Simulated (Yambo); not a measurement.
Yambo run on AlN (zinc blende, space group F-43m, No. 216). The wavefunctions come from this Quantum ESPRESSO step (LDA, PseudoDojo standard norm-conserving files, scalar-relativistic):

```
&CONTROL
  calculation = 'nscf'
  pseudo_dir = './pseudo'
  outdir = './out'
/
&SYSTEM
  ibrav = 0
  nat = 2
  ntyp = 2
  ecutwfc = 84.0
  ecutrho = 336.0
  occupations = 'fixed'
  force_symmorphic = .true.
  nbnd = 79
/
&ELECTRONS
  conv_thr = 2e-09
  diago_full_acc = .true.
  diago_thr_init = 1e-08
/
ATOMIC_SPECIES
N 14.0070 N.upf
Al 26.9815 Al.upf
CELL_PARAMETERS angstrom
  0.000000000000   2.166603003000   2.166603003000
  2.166603003000   0.000000000000   2.166603003000
  2.166603003000   2.166603003000   0.000000000000
ATOMIC_POSITIONS crystal
N   0.250000000000   0.250000000000   0.250000000000
Al   0.000000000000   0.000000000000   0.000000000000
K_POINTS automatic
6 6 6 0 0 0
```

Yambo input:

```
rim_cut
gw0
dyson
el_el_corr
HF_and_locXC
ppa
em1d
RandQpts= 1000000
RandGvec= 1 Ry
EXXRLvcs= 84 Ry
VXCRLvcs= 336 Ry
Chimod= "HARTREE"
% BndsRnXp
 1 | 77 |
%
NGsBlkXp= 14 Ry
% LongDrXp
 1.0 | 1.0 | 1.0 |
%
PPAPntXp= 27.2114 eV
% GbndRnge
 1 | 77 |
%
GTermKind= "BG"
DysSolver= "n"
ExtendOut
% QPkrange
 1 | 1 | 4 | 5 |
 4 | 4 | 4 | 5 |
 13 | 13 | 4 | 5 |
%
```

k points by index: 1 = Γ, 4 = L, 13 = X.

The o-*.qp file then holds:

```
#    K-point    Band    Eo [eV]    E [eV]    E-Eo [eV]    Vxc [eV]    Vnlxc [eV]    Sc|Eo [eV]    Sc|E [eV]    dSc/dw|Eo [eV]    Re(Z)    Im(Z)
#
    1    4    0.000000    -1.041425    -1.041425    -16.85706    -20.99605    2.822944    3.097564    -7.174847    0.791344    -0.001167
    1    5    4.459941    5.048749    0.588808    -12.82935    -8.231286    -3.878521    -4.009259    -6.041151    0.818324    -0.001029
    4    4    -0.490568    -1.597356    -1.106788    -16.51795    -20.86322    2.944636    3.238478    -7.223668    0.790222    -0.001190
    4    5    7.500930    8.256883    0.755953    -11.37588    -6.032648    -4.429091    -4.587282    -5.693474    0.826970    -0.001071
    13    4    -1.822361    -3.077199    -1.254838    -15.40429    -20.15305    3.156450    3.493921    -7.317428    0.788076    -0.001235
    13    5    3.270668    3.805695    0.535027    -9.584124    -5.183785    -3.762676    -3.865312    -5.219210    0.839064    -0.968611E-3
```
(The two width columns are left out.) Convergence of these settings isn't established.

Geometry relaxed with LDA.

This is not the ordinary phase of the substance; no match was found in the copy of COD used, and its stability was not checked.
